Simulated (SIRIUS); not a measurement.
Moving the Hubbard U on Hf d in HfIn4SiO6

```
Hf In Si O
1.0
     3.23023   -5.57768   -0.02470
     3.23023    5.57768   -0.02470
    -1.49068    0.00000    6.32030
Hf In Si O
1 4 1 6
Direct
  0.10178 0.10178 0.00912
  0.79222 0.48204 0.00818
  0.48204 0.79222 0.00818
  0.54472 0.21983 0.48398
  0.21983 0.54472 0.48398
  0.85433 0.85433 0.44523
  0.83500 0.58822 0.38104
  0.58822 0.83500 0.38104
  0.02899 0.02899 0.29500
  0.97920 0.97920 0.69555
  0.42852 0.14514 0.07435
  0.14514 0.42852 0.07435
```

The cell comes from a database or a generator and needn't be the stable form of this composition.

Kept alike: task single point; functional PBE; k mesh 2 × 2 × 2; occupations fermi-dirac, width 0.05 eV; no spin polarisation. Program: SIRIUS, PseudoDojo 0.4.1 PBE standard (scalar relativistic), cutoff 1152 eV. The mesh is that of the run's cell of 12 atoms. No spin-orbit coupling.

| Hubbard U on Hf d, U (eV) | band gap (eV) | pressure (GPa) |
| --- | --- | --- |
| 0 | 1.057 | -0.47 |
| 2 | 1.065 | -0.14 |
| 4 | 1.070 | 0.24 |
| 6 | 1.070 | 0.67 |
| 8 | 1.067 | 1.16 |

The k mesh is coarse, so the values aren't converged. Pressure is positive in compression; the values hold the error of the finite cutoff, so their zero can differ a little from the energy's minimum. U acts here on a shell without spin polarisation. How U acts hangs on the program's projectors. A gap read on the mesh alone can miss an edge between its points.

Question: What does the Hubbard U on Hf d change here?

Answer: The band gap runs from 1.057 (0) to 1.070 eV (4; 6). The pressure rises from -0.47 to 1.16 GPa between 0 and 8 eV. U localises the shell and weakens its bonds, so the cell pushes outwards.
